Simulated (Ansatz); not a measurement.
Consider the following.

C:
Space group Fd-3m, origin choice 1 (No. 227); a = 3.5716 Å, b = 3.5716 Å, c = 3.5716 Å, α = 90.00°, β = 90.00°, γ = 90.00°

```json
[
 {"atom": "C", "site": "8a", "symmetry": "-43m", "x": "0.0000", "y": "0.0000", "z": "0.0000"}
]
```
(The calculation used a cell of 2 atoms; values per cell refer to that cell.)

This is the PBE-relaxed structure.

All from DFT-PBE in the program Ansatz with PAW potentials, unless another level is named. Predict the hole effective mass, band 3 of 3 at the edge.

0.30 along [100], 0.21 along [110], 0.17 along [111] (mₑ).

Next, the band gap?

4.13 eV (indirect).

And the hole effective mass, band 1 of 3 at the edge?

0.51 along [100], 2.1 along [110], 0.69 along [111] (mₑ).

The cell was relaxed with PBE under the symmetry of its start. The volume moved by -26 % from the start of the relaxation.

Potentials: the later of the program's two PAW sets.
